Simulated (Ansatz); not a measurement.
**A plane-wave run on LuSi2Ru2**

input.yaml (Ansatz 0.2.0)

```yaml
crystal:
  lattice:
    - [0.0, 4.125893, 0.0]
    - [4.125893, 0.0, 0.0]
    - [2.062947, 2.062947, -4.793896]
  atoms:
    - { symbol: Ru, position: [0.75, 0.25, 0.5] }
    - { symbol: Ru, position: [0.25, 0.75, 0.5] }
    - { symbol: Lu, position: [0.0, 0.0, 0.0] }
    - { symbol: Si, position: [0.375, 0.375, 0.25] }
    - { symbol: Si, position: [0.625, 0.625, 0.75] }
  symmetry: { tolerance: 0.0003 }
kpoints:
  mp_grid: { grid: [7, 7, 7], shift: [0, 0, 0] }
  band_path:
    path:
      - [0.0, 0.0, 0.0]
      - [0.5, 0.5, 0.5]
      - [0.5, 0.5, 0.25]
      - [0.0, 0.5, 0.0]
      - [0.0, 0.0, 0.0]
      - [0.0, 0.0, -0.5]
      - [0.0, 0.40740901, -0.29629549]
      - [0.0, 0.59259099, 0.29629549]
      - [0.0, 0.0, 0.0]
      - [0.5, 0.5, 0.5]
      - [0.40740901, 0.59259099, 0.5]
    npoints: 6
magnetization:
  spin_polarized: false
scf:
  occupations: { method: gaussian, width: 0.0106 }
  lower_state_search: "off"
  max_iter: 200
hamiltonian:
  pseudopotentials: { kind: paw }
  xc: r2scan
basis:
  ecutwfc: 500
  fft_grid_basis: typed
output:
  forces: true
  stress: true
  eigenvalues: true
  bader: true
  populations: true
  elf: true
  write_potential: true
  volumetric_format: npy
  dos:
    e_range: [-12, 8]
    de: 0.05
    projected: { site_lists: { Lu: [Lu], Ru: [Ru], Si: [Si] } }
checkpoint:
  read: saved_state
```

The saved state is an earlier solution for the same cell, perhaps on another mesh. 

Output (shortened):

```
Lu: projections on atomic orbitals take those of the free atom [Kr 4d10] 4f14 5s2 5p6 5d1 6s2, of charge +0.00 (hamiltonian.pseudopotentials.projection_atoms); the dataset's partial waves leave at most 5.1e-5 of an orbital's norm unspanned inside its sphere
Pseudopotentials: kind: paw
Pseudopotential: Ru, paw, valence charge 16, recommended cutoff 500 eV (meta_gga), Ru.paw.azcp
Pseudopotential: Lu, paw, valence charge 25, recommended cutoff 500 eV (meta_gga), Lu.paw.azcp
Pseudopotential: Si, paw, valence charge 4, recommended cutoff 500 eV (meta_gga), Si.paw.azcp
Functional definition: r2SCAN
  exchange = r2scan_x(k0 = k0, k1 = k1, a1 = a1)
  correlation = r2scan_c
Crystal: 5 atoms, lattice volume = 81.606 Å³
Basis set: ecut = 500 eV, 2081 PW (Γ), exchange–correlation on 128×128×180 points (64 copies of the dense FFT grid, shifted against one another)
Bands: 39, of which v1, the nominal top of the filled ones, is band 33 counted from 1 (32 counted from 0)
Symmetry: 16 space group operations
Space group: I4/mmm (ITA 139), of the structure as read, at distance tolerance 1.3e-3 Å
k-points: 40 of 343
Initial density: read from a saved state, or passed on in memory by an earlier SCF of this step, an earlier step, the calling program or the single point that the run made first
Functional: x = r2scan, c = r2scan; τ floored in thin density (d = 2e-4 eV/Å³)
Free energy (F): -27807.8373 eV
Harris-Foulkes:  -27807.8373 eV  (|F-HF|=9.60e-9)
Internal energy: -27807.8372 eV  (E = F + TS)
E sigma→0 (E₀):  -27807.8372 eV
Entropy (-TS):   -0.0002 eV (-0.033 meV/atom)
Fermi energy:    15.9174 eV
--- Per-component energies (eV) ---
  E_band       = -230.5940
  E_kinetic    = 1537.6826
  E_local      = -10409.2290  (includes V_loc(G=0)·N_el)
  E_nonlocal   = 1305.5313
  E_hartree    = 4154.3147
  E_xc         = -690.1141
  E_vxc        = -932.2780  (∫ρ·V_xc dr)
  E_paw        = -15380.8505  (= ΣΔE_a)
  E_vpaw       = -99.2838  (= ΣTr[D̂ρ^β])
  E_aug_tail   = 0.0002  (compensation charges beyond the density's cutoff)
  E_vtau       = 58.3559  (kinetic-family band-sum trace: ∫τ·v_τ [+ j·A + Jᵃ·Aᵃ] dr)
  E_ewald      = -8325.0751
  E_core_change = -0.0973  (= ΣΔE_core)
  E_smearing   = -0.0002  (= −TS)
--- Forces (eV/Å), atoms counted from 1 ---
  atom   1  Ru     0.0000     0.0000     0.0000
  atom   2  Ru     0.0000     0.0000     0.0000
  atom   3  Lu     0.0000     0.0000     0.0000
  atom   4  Si     0.0000     0.0000    -0.9820
  atom   5  Si     0.0000     0.0000     0.9820
--- Stress (GPa, compression-positive) ---
       -3.3234       0.0000       0.0000
        0.0000      -3.3234       0.0000
        0.0000       0.0000      -4.1404
  P = ⅓ Tr σ = -3.5958 GPa (-35.958 kbar)
```

Absolute energies hang on the potentials; compare differences alone.

Origin: a known structure type with other elements, at an estimated volume, so it need not be a known compound.
